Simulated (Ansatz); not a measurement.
A geometry of SnSe away from equilibrium: the start of the relaxation of a generated cell, SnSe placed in the GeS structure type. Computed with r2SCAN (plane waves to 500 eV, PAW, scalar-relativistic; Ansatz, a first-principles code). Γ-centred k-mesh 2×6×5 on the run's cell (coarser than for final values), Fermi–Dirac smearing 0.05 eV.

```xyz
8
Lattice="11.7920 0.0000 0.0000 0.0000 4.0996 0.0000 0.0000 0.0000 4.8429" Properties=species:S:1:pos:R:3 pbc="T T T"
Sn     1.4398     1.0249     0.6184
Sn     4.4562     3.0747     3.0399
Sn    10.3522     3.0747     4.2245
Sn     7.3358     1.0249     1.8030
Se    10.0173     1.0249     2.4326
Se     7.6707     3.0747     0.0111
Se     1.7747     3.0747     2.4103
Se     4.1213     1.0249     4.8318
```

**Question.** Predict the force on each atom, in eV/Å.

**Answer.** 
```tsv
atom	Fx	Fy	Fz
Sn1	-0.08	0.00	-0.12
Sn2	0.08	0.00	-0.12
Sn3	0.08	0.00	0.12
Sn4	-0.08	0.00	0.12
Se5	0.03	0.00	-0.14
Se6	-0.03	0.00	-0.14
Se7	-0.03	0.00	0.14
Se8	0.03	0.00	0.14
```

**Question.** What is the pressure?

**Answer.** 0.0 GPa, compression positive.

**Question.** How much energy per atom can still be gained by relaxing?

**Answer.** under 0.01 eV/atom; the path ends in Pnma (No. 62) (AFLOW prototype AB_oP8_62_c_c (B29, as in SnS)).

No spin polarisation in the result.

The run could not lose the symmetry of its start; a randomly shaken copy of 8 atoms returns to this structure.
